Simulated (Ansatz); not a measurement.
AlSiCN:
```
CELL_PARAMETERS angstrom
      3.11006     0.00000     0.00000
     -1.55503     2.69339     0.00000
      0.00000     0.00000    20.06080
ATOMIC_POSITIONS crystal
  Al 0.33333 0.66667 0.00207
  N  0.33333 0.66667 0.10012
  Al 0.66667 0.33333 0.12446
  N  0.66667 0.33333 0.22231
  Al 0.33333 0.66667 0.24664
  N  0.33333 0.66667 0.34459
  Al 0.66667 0.33333 0.36894
  N  0.66667 0.33333 0.46854
  Si 0.33333 0.66667 0.49906
  C  0.33333 0.66667 0.59047
  Si 0.66667 0.33333 0.62421
  C  0.66667 0.33333 0.71667
  Si 0.33333 0.66667 0.75020
  C  0.33333 0.66667 0.84268
  Si 0.66667 0.33333 0.87670
  C  0.66667 0.33333 0.96765
```

This is the PBEsol-relaxed structure.

Question: All from plane-wave PAW PBEsol (Ansatz code), unless another level is named. Give the electronic character.

Answer: metallic (no gap).

Question: Give the density of states at the Fermi level.

Answer: 0.09 states/eV per atom (mean over ±0.08 eV).

Question: Next, the formation energy from the elements (no fitted shifts)?

Answer: -672 meV/atom.

Space group P3m1. The start of the workflow was typed in or built on a structure type; the Crystallography Open Database copy checked does not list it. Whether it is the stable phase at ambient conditions was not checked. The cell was relaxed with PBEsol under the symmetry of its start; whether a distortion lowers the energy is not shown. The references are the lowest solids computed at this level, not always the standard phases (solids in place of the gases).

Potentials: the earlier of the program's two PAW sets. The files were generated under PBE; for other functionals the program regenerates the frozen cores, and for LDA and PBEsol the local potential too.
